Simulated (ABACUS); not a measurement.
A self-consistent single point of InSe (R3m, 4 atoms in the cell; from Materials Project mp-22691, changed as shown).

```
CELL_PARAMETERS angstrom
      1.98288     1.14481     8.43635
     -1.98288     1.14481     8.43635
      0.00000    -2.28963     8.43635
ATOMIC_POSITIONS crystal
  In 0.11035 0.11035 0.11035
  In 0.00183 0.00183 0.00183
  Se 0.61971 0.61971 0.61971
  Se 0.82581 0.82581 0.82581
```

Computed with LDA (PW92), numerical atomic orbitals TZDP (confined pseudo-atomic orbitals with Gaussian additions; energy shift 0.003 Ry), PseudoDojo 0.4 standard norm-conserving LDA (tails mended) pseudopotentials (ABACUS).

ABACUS settings:

- basis = TZDP numerical atomic orbitals, energy shift 0.003 Ry
- KPT = Gamma 8 8 8 0 0 0
- basis_type = lcao
- dft_functional = PWLDA
- ecutwfc = 100 Ry
- smearing_method = fd
- smearing_sigma = 0.00367493 Ry
- potentials = PseudoDojo 0.4 standard norm-conserving LDA (tails mended)
- symmetry = 1
- symmetry_prec = 1e-05
- ks_solver = scalapack_gvx
- scf_nmax = 100
- scf_thr = 1.0e-06
- mixing_type = broyden

Results:

```
Quantity                                                   Value
------------------------------------------------  --------------
Number of valence electrons                                   58
Number of bands                                               39
Number of k-points after the program's reduction              65
Size of the basis                                            156
Number of SCF iterations                                       8
Free energy E − TS                                -10202.1107 eV
Top of the valence band (on the code's own zero)         7.56 eV
Gap on the k-point mesh                                  0.39 eV
Pressure                                                0.94 GPa
Largest force (vector length)                         0.391 eV/Å
```

Forces (eV/Å):
```json
[
 {"atom": "In1", "Fx": "0.000", "Fy": "0.000", "Fz": "-0.301"},
 {"atom": "In2", "Fx": "0.000", "Fy": "0.000", "Fz": "0.306"},
 {"atom": "Se3", "Fx": "0.000", "Fy": "0.000", "Fz": "-0.391"},
 {"atom": "Se4", "Fx": "0.000", "Fy": "0.000", "Fz": "0.387"}
]
```

Stress (GPa, positive for compression):
```
1.12  0.00  0.00
0.00  1.12  0.00
0.00  0.00  0.60
```

The gap is read on the k-point mesh of the run and can differ from the gap over the whole zone at this level.

For comparison: a first run was changed to give this one (lattice scaled by 0.98), and from it to this one the free energy falls by 7.4 meV/atom, the pressure goes from -2.09 to 0.94 GPa, the largest force goes from under 0.1 to 0.39 eV/Å and the gap on the mesh goes from 0.231 to 0.390 eV.

The atom-centred basis is finite, which shifts total energies, pressures, gaps and forces against plane waves. The structure comes from a collection of computed structures, made at another level of theory; the collection holds predicted forms beside known ones.

Cost on one core: around 120 core-seconds (rough).

The atomic orbitals were generated for these runs; they are not ABACUS's published sets and were checked against plane waves on a few crystals only.

“Tails mended”: in these copies of the files the far tail of each local potential was reset to the Coulomb form.
